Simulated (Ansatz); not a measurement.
Put In₂SnTe₂ in P4/mmm (No. 123): In on 2g; Sn on 1d; Te on 1a and 1c.

All numbers below come from DFT PBE, scalar-relativistic, plane waves, PAW in Ansatz 0.2.0. Cutoff 420 eV, Γ-centred mesh, Gaussian smearing, no spin polarisation.

Energies over the elements count from the elements' standard structures at the same level, with no fitted energy shifts. The references include grey tin.

Problem. Predict the relaxed structure.

Solution.

Space group P4/mmm (No. 123). a = 4.299 Å, b = 4.299 Å, c = 9.197 Å, α = 90.00°, β = 90.00°, γ = 90.00°
```
atom  site  symmetry       x       y       z
  In    2g       4mm  0.0000  0.0000  0.6668
  Sn    1d     4/mmm  0.5000  0.5000  0.5000
  Te    1a     4/mmm  0.0000  0.0000  0.0000
  Te    1c     4/mmm  0.5000  0.5000  0.0000
```

In is surrounded by 1 Te at 3.06 Å, 1 In at 3.07 Å and 4 Sn at 3.41 Å; Sn is surrounded by 8 In at 3.41 Å; around Te on its first site lie 4 Te at 3.04 Å and 2 In at 3.06 Å; Te on its second site has 4 Te at 3.04 Å. Another local minimum with the same sites may exist.

Problem. Where does its energy lie, and is it a metal?

Solution. The energy over the elements is +0.13 eV/atom and the gap on the 10×10×4 mesh of the 5-atom cell is 0 eV (a metal). It can't be a ground state, since the elements alone are lower.

The last run used Gaussian smearing of 0.10 eV. Spin–orbit coupling, which can matter for Te, is left out. The reference form of Te is held partly by dispersion forces, which this level lacks. Symmetry constrained the relaxation, so the result can be a saddle point. Another cell of In2SnTe2 relaxed alike, in P-3m1, lies 0.35 eV/atom lower, so this cell isn't the stable form at this level.
